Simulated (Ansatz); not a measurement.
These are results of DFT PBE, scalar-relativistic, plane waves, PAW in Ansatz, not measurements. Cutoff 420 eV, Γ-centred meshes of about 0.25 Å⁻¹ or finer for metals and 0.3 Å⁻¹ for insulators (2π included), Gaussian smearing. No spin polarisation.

All energies are static (0 K, no zero-point motion).

Two relaxed structures of In3GaSb2N2:

A.

```
CELL_PARAMETERS angstrom
3.33690 0.00000 0.00000
-1.66845 2.88984 0.00000
0.00000 0.00000 17.92295
ATOMIC_POSITIONS crystal
In 0.66667 0.33333 0.52418
In 0.33333 0.66667 0.18034
In 0.33333 0.66667 0.86338
Ga 0.00000 0.00000 0.02239
Sb 0.66667 0.33333 0.69679
Sb 0.33333 0.66667 0.34260
N 0.00000 0.00000 0.13108
N 0.33333 0.66667 0.98924
```

B.

```
CELL_PARAMETERS angstrom
3.37885 -4.33798 0.00000
3.37885 4.33798 0.00000
0.00000 0.00000 6.34070
ATOMIC_POSITIONS crystal
In 0.50000 0.00000 0.61478
In 0.50000 0.50000 0.95246
In 0.00000 0.50000 0.61478
Ga 0.00000 0.00000 0.91406
Sb 0.76643 0.23357 0.20850
Sb 0.23357 0.76643 0.20850
N 0.76025 0.76025 0.74346
N 0.23975 0.23975 0.74346
```

Question: Which is lower in energy, and by how much?

Answer: A is lower, by 142 meV/atom. A has space group P3m1 (No. 156), 21.6 Å³/atom and no gap on its mesh; B has space group Cmm2 (No. 35), 23.2 Å³/atom and no gap. Counting N or Sb atoms around Ga and In (for each partner element, those within 1.25 times its shortest distance or 1.15 times the sum of covalent radii, where it is the nearest in units of that sum or under 1.3; a plus sign parts groups by distance over the sum of covalent radii; a slash parts the counts of unlike sites), A has In 1+3/4, Ga 4 and B has In 4, Ga 4. In A, In on its first site is surrounded by 1 Sb at 3.09 Å, 6 In at 3.34 Å and 3 Sb at 3.78 Å; Ga is surrounded by 4 N at 1.95–2.02 Å; Sb on its first site has 1 In at 3.09 Å, 6 Sb at 3.34 Å and 3 In at 3.55 Å; N on its first site has 1 Ga at 1.95 Å and 3 In at 2.12 Å; 4 more sites not described. In B, around In on a site of symmetry 2 lie 2 N at 2.32 Å and 2 Sb at 3.08 Å; Ga is surrounded by 2 N at 1.95 Å and 2 Sb at 2.76 Å; around Sb lie 1 Ga at 2.76 Å, 1 In at 2.82 Å, 2 In at 3.08 Å and 2 Sb at 3.39 Å; N is surrounded by 1 Ga at 1.95 Å and 3 In at 2.20–2.32 Å; 1 more site not described. Both come from trial cells of a structure search, whose lowest cell (P3m1, 21.6 Å³/atom) lies 27 meV/atom below the lower of the two.

Weakly bound directions are ill-defined at this level, which has no dispersion term (P3m1), and this can change margins and order among such cells. These runs have no spin–orbit coupling, which can matter for Sb. The zero gap of Cmm2 may come from the functional, which often closes small gaps. With atoms moved at random, A (by 27 meV/atom) fell into a lower structure. B had no clear such test and can be a saddle point. Some candidate types were left out of the draw beforehand, so a known form may be missing.
